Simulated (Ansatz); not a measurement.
According to DFT-r²SCAN in the program Ansatz with PAW potentials, SiO₂ in the tetragonal phase (P4_12_12; Si on 4a, O on 8b) relaxes to a = 4.983 Å, c = 6.921 Å. Si has 4 nearest neighbours from 1.61 Å (tetrahedral); O has 2 nearest neighbours from 1.61 Å (bent). Against the elements it lies at -2.98 eV/atom, with no fitted shifts.

It is gapped at this level: 6.35 eV (direct). The valence maximum lies at Γ and the conduction minimum at Γ. The screened hybrid HSE06 puts the gap at 7.51 eV. The electron mass is 0.53 mₑ (isotropic). The hole mass is 1.7, 2.0, 2.0 mₑ (principal values).

The bulk modulus is 15.0 GPa. The relaxed-ion elastic constants in GPa are C11 = 58.1, C12 = 4.4, C13 = -8.9, C33 = 46.8, C44 = 75.1, C66 = 27.8. The elastic constants imply a Debye temperature near 561 K. Perturbation theory gives ε∞ = 2.21 (xx = yy), 2.19 (zz). Letting the ions move raises it to ε0 = 4.00 (xx = yy), 3.79 (zz). Born charges are Si +3.34, O -1.67 e. The phonon dispersion is stable (no imaginary branch). Without the LO–TO term the highest mode at Γ lies at 1199 cm⁻¹. Bader charges are Si +3.37, O -1.68 e.

The r²SCAN relaxation kept the symmetry of its start. The references are the lowest solids computed at this level, not always the standard phases (solids in place of the gases).

Potentials: the earlier of the program's two PAW sets.
